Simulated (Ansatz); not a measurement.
Cu (fcc (Cu type), Fm-3m) at seven volumes, DFT-r²SCAN+D4 in the program Ansatz with PAW potentials, scaled uniformly. One row is withheld.

```tsv
V (Å³/atom)	P (GPa)
10.265	20.47
10.604	12.38
10.942	5.63
11.280	0.00
11.619	-4.69
11.957	?
12.296	-11.83
```

### Question
Fit the shown pressures and predict the withheld one.

### Answer
P = (3/2)B₀(x^(7/2) − x^(5/2))[1 + (3/4)(B′ − 4)(x − 1)] with x = (V₀/V)^(2/3). Least squares on the six rows gives V₀ = 11.281 Å³/atom, B₀ = 171 GPa, B′ = 5.07. At V = 11.957, x = 0.9619 and P = -8.59 GPa. The run itself gave -8.59 GPa.

Symmetry was held in the r²SCAN+D4 relaxation. No spin polarisation was allowed. The pairwise dispersion correction was not fitted to metals.

Potentials: the later of the program's two PAW sets.
